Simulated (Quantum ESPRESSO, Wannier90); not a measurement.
Tight-binding from DFT: TlCl (rock salt)

```
begin unit_cell_cart
ang
    0.0000000000    3.2195500000    3.2195500000
    3.2195500000    0.0000000000    3.2195500000
    3.2195500000    3.2195500000    0.0000000000
end unit_cell_cart
begin atoms_frac
Tl   0.0000000000  0.0000000000  0.0000000000
Cl   0.5000000000  0.5000000000  0.5000000000
end atoms_frac
```

Cell from Materials Project (mp-569639), symmetrised, no further relaxation. Not found in the COD (Crystallography Open Database) copy used, which has the formula in other groups; not checked further. Computed values, not measurements, from PBEsol: Quantum ESPRESSO (norm-conserving PseudoDojo potentials, cutoff 50 Ry, no spin polarisation, no spin-orbit coupling) on a Γ-centred 8×8×8 mesh, then Wannier90. Density: 8×8×8 mesh, cold smearing 0.01 Ry. Spin-orbit coupling is left out although heavy elements are present.

Bands 8-10 form an isolated set from -3.08 to 0.00 eV relative to the valence-band maximum (on the path) and are turned into 3 Wannier functions by minimising the spread from the start: atomic waves Cl 3p.

Centres (Cartesian, Å; one of the equivalent choices) and spreads:

```csv
n,x,y,z,spread (Å²),nearest atom
1,3.220,3.220,3.220,3.731,Cl2
2,3.220,3.220,3.220,3.731,Cl2
3,3.220,3.220,3.220,3.731,Cl2
```

Ω_I = 10.67 Å², Ω_total = 11.19 Å²; the interpolated bands follow pw.x to 5.2 meV rms on the path. Only this start was tried; a symmetric start can stop on a saddle, and mixtures of these functions could lower the total by at most Ω_total − Ω_I.
